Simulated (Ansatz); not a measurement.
Nb$_{2}$AlB$_{2}$ in space group P-6m2 (No. 187; Nb on 2h, Al on 1a, B on 1b, B on 1f) under volume change, PBE in the plane-wave PAW code Ansatz, shape and atoms relaxed at each volume.

```csv
V (Å³/atom),E − E(relaxed) (meV/atom),P (GPa)
11.632,69.8,21.09
12.016,29.4,12.93
12.399,7.0,5.97
12.783,0.0,0.00
13.166,6.2,-5.08
13.550,23.6,-9.34
13.933,50.4,-12.86
```

Problem. What does a third-order Birch–Murnaghan fit give for V₀, B₀ and B′?

Solution. V₀ = 12.78 Å³/atom, B₀ = 182 GPa, B′ = 4.4.

The start of the workflow was typed in or built on a structure type; neither database checked (COD, Materials Project) lists it. Its standing as an ambient phase is unchecked. The PBE relaxation kept the symmetry of its start; whether a distortion lowers the energy is not shown. No spin polarisation was allowed.

Potentials: the earlier of the program's two PAW sets.
